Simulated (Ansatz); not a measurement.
Here is the system:

Relaxed TiN (rock salt):

```
CELL_PARAMETERS angstrom
      0.00000     4.24674     4.24674
      2.12337     2.12337     4.24674
      2.12337     2.12337     0.00000
ATOMIC_POSITIONS crystal
  N  0.00000 0.00000 0.00000
  N  0.50000 0.00000 0.00000
  Ti 0.00000 0.50000 0.50000
  Ti 0.50000 0.50000 0.50000
```

A phonon eigenvector at X = (0.5, 0.5, 0.0) is frozen into this cell: atom i moves by Q times the vector below, so Q is the largest atomic displacement, in Å. The cell is held. (q is in reciprocal vectors of the primitive cell; the cell shown is doubled to hold the pattern.)

| atom | x | y | z |
|---|---|---|---|
| N1 | 0.000 | 0.000 | 1.000 |
| N2 | 0.000 | 0.000 | -1.000 |
| Ti3 | 0.000 | 0.000 | -0.058 |
| Ti4 | 0.000 | 0.000 | 0.058 |

Calculation: PBE (plane waves to 420 eV, PAW, scalar-relativistic; Ansatz, a program for electronic structure). k mesh 19×19×19 (Γ-centred), Fermi-Dirac smearing 0.05 eV. Energies are smeared free energies. With partly filled bands, energies and forces of such displacements shift with the k mesh and the smearing. The PAW data are Ansatz's earlier set. TiN is run without spin polarisation. TiN was relaxed with its symmetry unable to fall. The zero of ΔE is the undisplaced structure.

The scan covers Q from -0.100 to 0.100 Å in 13 points.

### Question
Which space group does the distorted structure have?

### Answer
P4/nmm (No. 129), lowered from Fm-3m.

### Question
What is the energy change at Q = 0.100 Å?

### Answer
155 meV/cell.

### Question
What harmonic wavenumber does the curvature at Q = 0 give?

### Answer
543 cm⁻¹.

(A displaced cell: forces are minus the slopes of the energy, force constants its curvatures, and phonons follow from these.)
